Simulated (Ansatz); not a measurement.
**Profile along the B–B line in B (space group R-3m)**

B (space group R-3m)

```
CELL_PARAMETERS angstrom
      2.42047     1.39746     4.13138
     -2.42047     1.39746     4.13138
      0.00000    -2.79491     4.13138
ATOMIC_POSITIONS crystal
  B  0.01046 0.65431 0.01046
  B  0.98954 0.34569 0.98954
  B  0.01046 0.01046 0.65431
  B  0.98954 0.98954 0.34569
  B  0.65431 0.01046 0.01046
  B  0.34569 0.98954 0.98954
  B  0.22147 0.62999 0.22147
  B  0.77853 0.37001 0.77853
  B  0.22147 0.22147 0.62999
  B  0.77853 0.77853 0.37001
  B  0.62999 0.22147 0.22147
  B  0.37001 0.77853 0.77853
```

Fields along a shortest B–B line of a (-1 1 0 4) plane (1.72 Å), from B to B, interpolated on the slice's grid (step about 0.3 Å). Calculation: LDA (plane waves to 420 eV, PAW, scalar-relativistic; Ansatz, a program for electronic structure). k mesh 7×7×7. Inside the PAW spheres the values are not all-electron values, and peaks at nuclei hang on which shells count as valence. B was relaxed with its symmetry unable to fall.

```tsv
distance from B (Å)	valence electron density (e/Å³)	electron localisation function
0.00	0.27	x
0.17	0.41	x
0.34	0.73	0.15
0.52	0.87	0.53
0.69	0.87	0.76
0.86	0.84	0.81
1.03	0.87	0.77
1.20	0.87	0.52
1.38	0.73	0.14
1.55	0.40	x
1.72	0.27	x
```

x: too close to a nucleus for the ELF to mean much.

Density on the B–B line (1.72 Å) at its midpoint: 0.84 e/Å³. ELF at that point: 0.81. ELF maximum in the middle third of the B–B line: 0.81, 0.8 Å from B.
